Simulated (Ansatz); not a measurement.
**Calculated with Ansatz: TlI$_{2}$Br, single run**

The input file (Ansatz 0.2.0, plane waves):

```yaml
crystal:
  lattice:
    - [-4.246354, 4.246354, 3.900128]
    - [4.246354, -4.246354, 3.900128]
    - [4.246354, 4.246354, -3.900128]
  atoms:
    - { symbol: I, position: [0.682, 0.182, 0.864] }
    - { symbol: I, position: [0.182, 0.318, 0.5] }
    - { symbol: I, position: [0.318, 0.818, 0.136] }
    - { symbol: I, position: [0.818, 0.682, 0.5] }
    - { symbol: Tl, position: [0.25, 0.25, 0.0] }
    - { symbol: Tl, position: [0.75, 0.75, 0.0] }
    - { symbol: Br, position: [0.25, 0.75, 0.5] }
    - { symbol: Br, position: [0.75, 0.25, 0.5] }
  symmetry: { tolerance: 0.0003 }
kpoints:
  mp_grid: { grid: [3, 3, 3], shift: [0, 0, 0] }
magnetization:
  noncollinear: true
  spin_orbit: true
scf:
  occupations: { method: fermi_dirac }
  n_extra_bands: 32
hamiltonian:
  pseudopotentials: { kind: paw_fr }
  xc: rpbe
basis:
  ecutwfc: 500
output:
  forces: true
  stress: true
  eigenvalues: true
```

Run with:

```bash
ansatz run input.yaml --threads 1 --pin off --max-ram 2560MiB --backend cpu --events-out ev --progress --plain --runs-dir out
```

Origin of the cell: a known structure type with other elements, at an estimated volume, so it need not be a known compound.

The smearing width isn't typed, so it takes its default of 0.1 eV.

Output (shortened):

```
SCF iter   1: F=—  HF=-58674.723874 eV  Δρ=4.99e-2  dr2=3.19e1  dr2_m=0.00e0 (ungated)  |M|=0.00e0 ∫|m|=0.00e0 μB  defer=38
SCF iter   2: F=—  HF=-58671.372817 eV  Δρ=3.10e-2  dr2=1.29e1  dr2_m=0.00e0 (ungated)  |M|=0.00e0 ∫|m|=0.00e0 μB  defer=64
SCF iter   3: F=—  HF=-58668.707546 eV  Δρ=8.76e-3  dr2=1.32e0  dr2_m=0.00e0 (ungated)  |M|=0.00e0 ∫|m|=0.00e0 μB  defer=90
SCF iter   4: F=—  HF=-58668.381033 eV  Δρ=4.64e-3  dr2=2.90e-1  dr2_m=0.00e0 (ungated)  |M|=0.00e0 ∫|m|=0.00e0 μB  defer=98
SCF iter   5: F=—  HF=-58668.306738 eV  Δρ=2.01e-3  dr2=3.68e-2  dr2_m=0.00e0 (ungated)  |M|=0.00e0 ∫|m|=0.00e0 μB  defer=98
SCF iter   6: F=—  HF=-58668.306130 eV  Δρ=8.31e-4  dr2=7.23e-3  dr2_m=0.00e0 (ungated)  |M|=0.00e0 ∫|m|=0.00e0 μB  defer=98
SCF iter   7: F=—  HF=-58668.307311 eV  Δρ=3.30e-4  dr2=1.02e-3  dr2_m=0.00e0 (ungated)  |M|=0.00e0 ∫|m|=0.00e0 μB  defer=98
SCF iter   8: F=—  HF=-58668.307642 eV  Δρ=1.05e-4  dr2=8.45e-5  dr2_m=0.00e0 (ungated)  |M|=0.00e0 ∫|m|=0.00e0 μB  defer=98
SCF iter   9: F=—  HF=-58668.307646 eV  Δρ=3.27e-5  dr2=4.59e-6  dr2_m=0.00e0 (ungated)  |M|=0.00e0 ∫|m|=0.00e0 μB  defer=98
SCF iter  10: F=—  HF=-58668.307652 eV  Δρ=1.05e-5  dr2=1.00e-6  dr2_m=0.00e0 (ungated)  |M|=0.00e0 ∫|m|=0.00e0 μB  defer=98
SCF iter  11: F=-58668.307653 eV  HF=-58668.307653 eV  Δρ=3.68e-6  dr2=7.05e-8  dr2_m=0.00e0 (ungated)  |M|=0.00e0 ∫|m|=0.00e0 μB
SCF 1 converged in 11 iterations: F = -58668.307653 eV  dr2 = 7.05e-8
SCF converged after 11 iterations
Magnetization: |M| = 0.0000 μB,  M = (+0.0000, +0.0000, +0.0000) μB
Absolute magnetization: 0.0000 μB (∫|m|)
  site 0: m = (+0.0000, +0.0000, +0.0000) μB, |m| = 0.0000 μB  (R = 1.21 Å)
  site 1: m = (+0.0000, +0.0000, +0.0000) μB, |m| = 0.0000 μB  (R = 1.21 Å)
  site 2: m = (+0.0000, +0.0000, +0.0000) μB, |m| = 0.0000 μB  (R = 1.21 Å)
  site 3: m = (+0.0000, +0.0000, +0.0000) μB, |m| = 0.0000 μB  (R = 1.21 Å)
  site 4: m = (+0.0000, +0.0000, +0.0000) μB, |m| = 0.0000 μB  (R = 1.51 Å)
  site 5: m = (+0.0000, +0.0000, +0.0000) μB, |m| = 0.0000 μB  (R = 1.51 Å)
  site 6: m = (+0.0000, +0.0000, +0.0000) μB, |m| = 0.0000 μB  (R = 1.21 Å)
  site 7: m = (+0.0000, +0.0000, +0.0000) μB, |m| = 0.0000 μB  (R = 1.21 Å)
Free energy (F): -58668.307653 eV
Harris-Foulkes:  -58668.307653 eV  (|F-HF|=5.95e-8)
Internal energy: -58668.018336 eV  (E = F + TS)
E sigma→0 (E₀):  -58668.162994 eV
Entropy (-TS):   -0.289317 eV (-36.165 meV/atom)
Fermi energy:    6.571173 eV
--- Per-component energies (eV) ---
  E_band       = -1573.363929
  E_kinetic    = 1691.827009
  E_local      = -10263.988611  (includes V_loc(G=0)·N_el)
  E_nonlocal   = 406.314068
  E_hartree    = 4906.309983
  E_xc         = -1505.857685
  E_vxc        = -1003.940799  (∫ρ·V_xc dr)
  E_paw        = -44241.164990  (= ΣΔE_a)
  E_vpaw       = -2216.196101  (= ΣTr[D̂ρ^β])
  E_aug_tail   = -0.000091  (compensation charges beyond the density's cutoff)
  E_ewald      = -9661.283635
  E_core_change = -0.174383  (= ΣΔE_core)
  E_smearing   = -0.289317  (= −TS)
  Σ components = -58668.307653   (vs F -58668.307653, Δ=0.00e0)
--- Forces (eV/Å), atoms counted from 1 ---
  atom   1  I      1.008737     1.008737     0.000000
  atom   2  I     -1.008737     1.008737     0.000000
  atom   3  I     -1.008737    -1.008737     0.000000
  atom   4  I      1.008737    -1.008737     0.000000
  atom   5  Tl     0.000000    -0.000000     0.000000
  atom   6  Tl     0.000000    -0.000000     0.000000
  atom   7  Br    -0.000000     0.000000     0.000000
  atom   8  Br     0.000000     0.000000     0.000000
  max |Σ_I F_I| component: 8.88e-16 eV/Å
--- Stress (GPa, compression-positive) ---
        4.587771       0.000000       0.000000
        0.000000       4.587771      -0.000000
        0.000000      -0.000000       9.481249
  P = ⅓ Tr σ = 6.2189 GPa (62.189 kbar)
```

Caveats: forces of this functional can be a tenth off on datasets made under PBE; the k mesh is coarse if the cell is a metal.

Time: 75 s on 1 thread of Intel(R) Xeon(R) Platinum 8259CL CPU @ 2.50GHz (Skylake/Cascade Lake), on a shared host, peak memory 1.4 GiB, from the program's own first density.
